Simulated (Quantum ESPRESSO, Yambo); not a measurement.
**GaN under isotropic strain**

```
CELL_PARAMETERS angstrom
      3.18380     0.00000     0.00000
     -1.59190     2.75725     0.00000
      0.00000     0.00000     5.18670
ATOMIC_POSITIONS crystal
  N  0.66667 0.33333 0.87582
  N  0.33333 0.66667 0.37582
  Ga 0.66667 0.33333 0.49918
  Ga 0.33333 0.66667 0.99918
```

GaN (wurtzite, space group P6_3mc, No. 186) under isotropic strain (on all lattice vectors), counted from the cell relaxed with PBEsol, atoms relaxed at each step. norm-conserving PBEsol (Quantum ESPRESSO, 84 Ry, scalar-relativistic); G0W0 and BSE in Yambo (6×6×4 Γ-centred k mesh, 93 bands and a 8 Ry block in the screening, 93 bands in G with the Bruneval-Gonze terminator, plasmon pole fitted at 27.2 eV; BSE 9×9×6 mesh, 5 valence and 2 conduction bands, static screening with 34 bands and a 4 Ry block, scissor from each state's G0W0).

```tsv
strain (%)	pressure (GPa)	PBEsol gap (eV)	kind	G0W0 direct gap (eV)	lowest vertical BSE state (eV)	RPA ε∞ along x
-3	21.0	2.52	direct	3.13 at Γ	not resolved	–
-1.5	9.4	2.21	direct	2.78 at Γ	not resolved	–
-0.7	4.2	2.05	direct	2.60 at Γ	not resolved	–
0	0.0	1.91	direct	2.45 at Γ	not resolved	–
+1	-5.3	1.71	direct	2.24 at Γ	not resolved	–
+2	-9.8	1.51	direct	2.00 at Γ	not resolved	–
```

Between -0.7 % and +1 % the direct gap at Γ has a volume deformation potential dE/dlnV of -6.7 eV in PBEsol; the block changes size in that range, so no G0W0 slope is given.

GW, BSE and RPA settings are held fixed; their convergence isn't established. Strains are linear. The screening block changes size along the series (123 vectors at -3 %, 123 vectors at -1.5 %, 123 vectors at -0.7 %, 123 vectors at +0 %, 147 vectors at +1 %, 147 vectors at +2 %), which puts steps into the G0W0 values. Spin-orbit splittings are left out. Axes are Cartesian, with cell vectors (Å) (3.18, 0.00, 0.00), (-1.59, 2.76, 0.00), (0.00, 0.00, 5.19).

The standard potential for Ga keeps a d shell in the valence without the s and p states of that shell. In tests on such compounds this moved G0W0 gaps by up to about 0.9 eV, so absolute quasiparticle energies here are unreliable; differences between settings are what counts.
